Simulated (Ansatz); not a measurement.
## MnF2: does the functional change the magnetic order?

```yaml
crystal:
  lattice:
    - [4.87380, 0.00000, 0.00000]
    - [0.00000, 4.87380, 0.00000]
    - [0.00000, 0.00000, 3.31070]
  atoms:
    - { symbol: Mn, position: [0.00000, 0.00000, 0.00000] }
    - { symbol: Mn, position: [0.50000, 0.50000, 0.50000] }
    - { symbol: F, position: [0.30530, 0.30530, 0.00000] }
    - { symbol: F, position: [0.19470, 0.80530, 0.50000] }
    - { symbol: F, position: [0.69470, 0.69470, 0.00000] }
    - { symbol: F, position: [0.80530, 0.19470, 0.50000] }
```

The same starts (parallel, antiparallel patterns that fit this cell, and no moments) were run with plane-wave PAW DFT (Ansatz 0.2.0; atoms fixed, collinear spin, no spin-orbit coupling; 6×6×8 Γ-centred mesh, fermi-dirac occupations of width 0.050 eV) at these levels: PBE, 420 eV; PBE with U_eff = 4.0 eV on Mn d (all-electron-ortho-atomic projectors), 420 eV; r2SCAN, 500 eV.

Question: Which order does each level favour, and how strongly?

Answer: The runs give, at zero smearing:

```csv
level,lowest state,mean moment on Mn (μB),parallel less best compensated antiparallel (meV per Mn),gain over no moments (meV per Mn)
PBE,"antiparallel, compensated",4.15,+59,2991
PBE + U,"antiparallel, compensated",4.23,+20,4487
r2SCAN,"antiparallel, compensated",4.23,+31,3960
```

Site moments are taken in small spheres that don't touch (radius about 0.4 of the atom's shortest bond), so those of the magnetic atoms read low. All levels favour antiparallel moments: the difference runs from +20 to +59 meV per Mn. The U weakens the coupling, as expected where exchange goes by hopping and scales with the inverse of the on-site repulsion.

The cell is that of a Crystallography Open Database entry, unchanged.

Caveats: only orders that fit this cell were tried, so the true order may need a larger cell or canted moments; atoms and cell are held at the entry's values; differences under about 5 meV per magnetic atom weren't tested against a denser mesh or another U, and are taken as unresolved; the U is a value in common use, not computed for this crystal; the state without moments isn't the paramagnet, so the last column is no ordering energy, and a U inflates it; the entry's cell stands up to +5 GPa off zero pressure at these levels; the nearest magnetic pairs stand parallel in every state found, so their coupling isn't measured.
